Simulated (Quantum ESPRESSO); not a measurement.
One change at a time to PtRuTa4W2

Calculated results; nothing here was measured. They come from Quantum ESPRESSO 7.5, a public plane-wave density functional program. Each row is one single-point run on a made-up periodic cell of eight metal atoms, with elements, volume, strain and displacements drawn at random and not relaxed, so a cell may be unstable or far from any real phase. There is no spin polarisation or spin-orbit coupling.

Settings: PBE unless stated; PseudoDojo standard norm-conserving files; Fermi-Dirac width 0.25 eV, which means electrons at about 2900 K; cutoff 1252 eV; 5 x 5 x 5 k mesh shifted half a step off Gamma. E is the free energy of the whole cell (internal energy minus TS), so a -TS column is already part of it. Stress is positive in tension, and the pressure P is minus a third of its trace.

Checks: one run of this series was repeated at a higher cutoff and on a denser mesh, which moved values by no more than 0.002 eV, 0.14 GPa and 0.008 eV/Å, and a second program with other atomic files agreed on it to 2 % rms in force and 0.5 GPa in pressure. Known limits: the copper pseudopotential is less sure than most, with forces differing by about three percent and pressure by about two GPa from a second method on plain copper; heavy elements are run without spin-orbit coupling, which real alloys of them have; a spin test at this wide smearing found no moment, but such smearing suppresses magnetism that the real alloy may have.

The lattice is face-centred cubic, and the cell vectors in Å are (2.062, 4.123, 2.062); (0.000, 4.123, -4.123); (-4.123, 4.123, 0.000), a volume of 140.17 Å³ in run 1. The elements on sites 1 to 8 are Ta Ta W Ta Ru Pt Ta W. Each later run makes one change to run 1 and keeps the rest. E is counted from run 1, and is n/a where other atomic files have another zero of energy.

```
run,change,V (Å³),P (GPa),-TS (eV),rms force (eV/Å),largest change of a force component (eV/Å),E (eV)
1,none,140.17,-5.31,-1.756,0.725,0.000,0.000
2,sites 1 and 5 exchanged,140.17,-5.30,-1.787,0.718,1.022,-0.157
3,all lengths scaled by -0.90 %,136.41,0.56,-1.705,0.807,0.162,?
4,PBEsol in place of PBE,140.17,-12.46,-1.760,0.688,0.097,n/a
5,Cu on site 8,140.17,-9.62,-1.706,0.547,0.708,n/a
6,site 2 moved by +0.17 Å along x,140.17,-5.22,-1.774,0.750,1.640,0.099
```

## Worked estimate

Along a uniform scaling dE = -P dV. The mean of the two pressures is -2.375 GPa and the volume changes by -3.76 Å³, with 160.2 GPa to one eV/Å³. The same two rows give -V dP/dV = 216 GPa for this cell with clamped atoms, which is not the bulk modulus of a real alloy.

## Withheld value

Question: what E should run 3 give?

The estimate is -0.056 eV. The calculation gave -0.057 eV.
